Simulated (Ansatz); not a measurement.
CsPbCl₃ (cubic perovskite, Pm-3m), a = b = c = 5.733 Å, α = β = γ = 90.00°.

Relaxed with PBE.

Problem. Decompose the optical modes at the zone centre into irreducible representations, and say which are infrared and Raman allowed.

Solution. Point group m-3m: Γ_opt = 3T1u + T2u. Infrared: T1u. Raman: none.

Problem. Assign frequencies (DFPT, PBE in the plane-wave PAW code Ansatz; without the LO–TO term).

Solution. T1u 9i, T2u 33, T1u 58, T1u 113 cm⁻¹.

This is a known high-temperature phase of the composition, computed here at zero pressure and temperature. The PBE relaxation kept the symmetry of its start; phonons on a q-mesh show weakly imaginary modes. Scalar-relativistic: spin–orbit coupling is off unless named, which matters more the heavier the elements.

Potentials: the later of the program's two PAW sets.
